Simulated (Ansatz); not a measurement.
# MgV2PbO2F8: field gradients at two levels of theory

Cell: a Materials Project structure (computed, not necessarily an observed phase) whose atoms were relaxed with PBE, the cell held.

Space group P-1 (No. 2); a = 5.4710, b = 6.6370, c = 7.7578 Å, α = 104.89°, β = 95.60°, γ = 113.77°.

```
site  Wyckoff  site symmetry       x       y       z
  Mg       1b             -1  0.0000  0.0000  0.5000
   V       2i              1  0.3883  0.7093  0.2848
  Pb       1a             -1  0.0000  0.0000  0.0000
   O       2i              1  0.2858  0.4361  0.1819
  F7       2i              1  0.2772  0.8337  0.1162
  F9       2i              1  0.7602  0.8943  0.2477
 F11       2i              1  0.6226  0.7941  0.5194
 F13       2i              1  0.1183  0.7448  0.4101
```

One atom of each set is listed.

First run. Computed with Ansatz: DFT, PBE, plane waves and PAW, scalar-relativistic, collinear spin, 420 eV cutoff, Γ-centred 4×4×3 k-points, Fermi–Dirac smearing 0.02 eV. Start moments as typed (μB): 1 on each V, none on the rest.

```csv
site,V_zz (10²¹ V/m²),η,m (μB)
Mg,1.33,0.99,0.00
V,6.28,0.59,0.68
Pb,-15.19,0.37,0.00
O,-1.05,0.88,-0.07
F7,9.94,0.22,0.01
F9,7.40,0.68,0.00
F11,7.63,0.21,0.01
F13,9.77,0.41,0.02
```

Second run. The same atoms and settings, except that the functional is r2SCAN and the cutoff is 500 eV.

(1) Given the first result, estimate the second.

Answers

(1) 

```
site    V_zz     η  change of V_zz  m (μB)
  Mg    1.27  0.98           -0.06    0.00
   V    7.20  0.51           +0.92    0.72
  Pb  -14.38  0.38           +0.81    0.00
   O   -1.22  0.99           -0.17   -0.10
  F7    9.66  0.25           -0.28    0.01
  F9    7.19  0.66           -0.21    0.00
 F11    7.52  0.18           -0.11    0.01
 F13    9.62  0.42           -0.15    0.01
```

The largest change of V_zz is on V, from 6.28 to 7.20. In per cent, |V_zz| changes by -4 on Mg, +15 on V, -5 on Pb, +16 on O, -3 to -1 on F (all sites that start above 0.5). The absolute magnetisation of the cell goes from 2.5 to 2.6 μB.

Spin–orbit coupling is left out, which shifts gradients on Pb by a few per cent, and by more where contributions nearly cancel. All moments are parallel here, as the start or the cell imposes; many such compounds order antiparallel, where fields and spin densities carried over to other atoms largely cancel. The magnetic order is the one that the run reached from its start moments, not necessarily the measured one.
For the second run: The largest force is 0.5 eV/Å, so the atoms aren't at the calculated equilibrium and relaxing them would move these values. The program didn't check the stability of this electronic state in full, so a lower one may lie near.
